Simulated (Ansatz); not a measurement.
How much do the gradients of MgTi6H4O14 depend on the method?

Cell: a Materials Project structure (computed, not necessarily an observed phase), atoms as given.

```
Mg Ti H O
1.0
     3.88924    0.00000    0.00000
     0.41351    7.78317    0.00000
     0.12843    2.14043    9.07373
Mg Ti H O
1 6 4 14
Direct
  0.71336 0.92071 0.56853
  0.75202 0.47656 0.77972
  0.25777 0.52831 0.21345
  0.77019 0.34339 0.47922
  0.24139 0.65649 0.51275
  0.79145 0.25080 0.16740
  0.21543 0.75423 0.82659
  0.63381 0.94355 0.14664
  0.08393 0.85604 0.24173
  0.02497 0.00833 0.96837
  0.01906 0.11165 0.79791
  0.77307 0.35920 0.96810
  0.23536 0.65504 0.02524
  0.78693 0.28183 0.68198
  0.23550 0.75183 0.29920
  0.76819 0.14455 0.41966
  0.21946 0.86970 0.58923
  0.84780 0.00509 0.14155
  0.13271 0.00877 0.86947
  0.71923 0.75006 0.79042
  0.28424 0.27386 0.19182
  0.74194 0.63999 0.53032
  0.26590 0.41797 0.45638
  0.76229 0.47985 0.25109
  0.24752 0.53109 0.74204
```

Atom numbers follow the list; atoms alike are taken as one site, whose name carries the number of the first.

First run. All values are calculated (Ansatz; DFT, PBE, plane waves and PAW, scalar-relativistic, 420 eV cutoff, Γ-centred 9×5×4 k-points, Fermi–Dirac smearing 0.05 eV), not measured.

```csv
site,atom,V_zz (10²¹ V/m²),η
Mg,1,4.29,0.47
Ti3,3,-1.39,0.79
Ti4,4,-5.07,0.38
Ti5,5,4.26,0.55
Ti6,6,-3.76,0.82
Ti7,7,4.57,0.49
H8,8,4.06,0.03
H9,9,2.22,0.02
O13,13,0.74,1.00
O16,16,2.42,0.23
O17,17,1.45,0.54
O18,18,10.99,0.21
O19,19,-12.91,0.62
O21,21,-2.84,0.12
```

Second run. The same atoms and settings, except that the functional is r2SCAN and the cutoff is 500 eV.

(1) What does the second run give?

Answers

(1) 

```
site  atom    V_zz     η  change of V_zz
  Mg     1    4.31  0.49           +0.02
 Ti3     3   -1.28  0.97           +0.11
 Ti4     4   -4.97  0.42           +0.10
 Ti5     5    4.41  0.61           +0.15
 Ti6     6   -3.97  0.84           -0.21
 Ti7     7    4.60  0.65           +0.03
  H8     8    3.99  0.03           -0.07
  H9     9    2.12  0.02           -0.10
 O13    13   -0.84  0.75               –
 O16    16    2.24  0.44           -0.18
 O17    17    1.64  0.71           +0.19
 O18    18   11.46  0.21           +0.47
 O19    19  -13.22  0.62           -0.31
 O21    21   -3.01  0.16           -0.17
```

The largest change of V_zz along a kept axis is on O18, from 10.99 to 11.46. In per cent, |V_zz| changes by +1 on Mg, -2 to +6 on Ti, -5 to -2 on H, -7 to +6 on O (all sites that start above 2). Where |V_zz| stays above 0.1 and the axes keep their order, η moves most on O16, from 0.23 to 0.44. On O13 the largest principal value lies along another axis in the second run, so the two V_zz can't be compared directly. The table leaves out 11 of the 25 sites, with |V_zz| up to 8.00; their tensors move by 0.31 at most along any direction. The statements above cover all sites.

The run finds no gap above 0.1 eV (a metal, or nearly one), so the gradients can move by 10 % or more with the k-mesh. Semilocal functionals can leave a metal where correlation in the d or f shell opens a gap in the real compound, and that would change the values at and beside Ti. The lattice is static: at room temperature water may turn and average the couplings of its hydrogen.
For the first run: The largest force is 0.4 eV/Å, so the atoms aren't at the calculated equilibrium and relaxing them would move these values.
For the second run: At this cell the principal stresses reach 6 GPa in size with r2SCAN, which can matter for small gradients. The largest force is 0.5 eV/Å, so the atoms aren't at the calculated equilibrium and relaxing them would move these values.
